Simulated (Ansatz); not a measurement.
Computed with DFT PBE, scalar-relativistic, plane waves, PAW (Ansatz). All cells share a 420 eV cutoff and Γ-centred k meshes spaced about 0.3 Å⁻¹ or finer (0.25 for metals, 2π included). No spin polarisation.

All energies are static (0 K, no zero-point motion).

Two relaxed structures of Si4BN3:

1.

```yaml
crystal:
  lattice:
    - [2.93843, 0.00000, 0.00000]
    - [-1.46922, 2.54476, 0.00000]
    - [0.00000, 0.00000, 12.97513]
  atoms:
    - { symbol: Si, position: [0.33333, 0.66667, 0.67589] }
    - { symbol: Si, position: [0.66667, 0.33333, 0.04827] }
    - { symbol: Si, position: [0.33333, 0.66667, 0.49252] }
    - { symbol: Si, position: [0.66667, 0.33333, 0.23123] }
    - { symbol: B, position: [0.00000, 0.00000, 0.30845] }
    - { symbol: N, position: [0.66667, 0.33333, 0.71804] }
    - { symbol: N, position: [0.33333, 0.66667, 0.00688] }
    - { symbol: N, position: [0.00000, 0.00000, 0.42772] }
```

2.

```yaml
crystal:
  lattice:
    - [2.74099, 0.00000, 0.00000]
    - [-1.37050, 2.37377, 0.00000]
    - [0.00000, 0.00000, 16.55894]
  atoms:
    - { symbol: Si, position: [0.66667, 0.33333, 0.48351] }
    - { symbol: Si, position: [0.66667, 0.33333, 0.33698] }
    - { symbol: Si, position: [0.33333, 0.66667, 0.05503] }
    - { symbol: Si, position: [0.33333, 0.66667, 0.20155] }
    - { symbol: B, position: [0.00000, 0.00000, 0.77119] }
    - { symbol: N, position: [0.33333, 0.66667, 0.77119] }
    - { symbol: N, position: [0.00000, 0.00000, 0.52223] }
    - { symbol: N, position: [0.00000, 0.00000, 0.01631] }
```

Task: Which is lower in energy, and by how much?

Result: Cell 2 is lower, by 47 meV/atom. Cell 1 has space group P3m1 (No. 156), 12.1 Å³/atom and no gap on its mesh; cell 2 has space group P3m1 (No. 156), 13.5 Å³/atom and no gap. The shortest distance is 1.55 Å (B–N) in cell 1 and 1.58 Å (B–N) in cell 2. Cell 1 and cell 2 both hold Si–Si pairs. In cell 1, Si on its first site has 3 N at 1.78 Å and 1 Si at 2.38 Å; around B lie 1 N at 1.55 Å and 3 Si at 1.97 Å; around N on its first site lie 3 Si at 1.78 Å; 5 more sites not described. In cell 2, Si on its first site has 3 N at 1.71 Å and 1 Si at 2.43 Å; B has 3 N at 1.58 Å; around N on its first site lie 3 B at 1.58 Å; 5 more sites not described. Both come from trial cells of a structure search, whose lowest cell (P1, 13.8 Å³/atom) lies 66 meV/atom below the lower of the two.

No dispersion correction is applied, so the spacing and binding between layers, chains or molecules are poorly described (P3m1 at 12.1 Å³/atom, P3m1 at 13.5 Å³/atom), and this can change margins and order among such cells. A magnetic state wasn't ruled out in cells without spin, among them P3m1 at 12.1 Å³/atom. Trial moments fell under 0.15 μB along the way in P3m1; another start might hold them. With atoms moved at random, cell 2 (by 66 meV/atom) fell into a lower structure and cell 1 came back. Some candidate types were left out of the draw beforehand, so a known form may be missing.
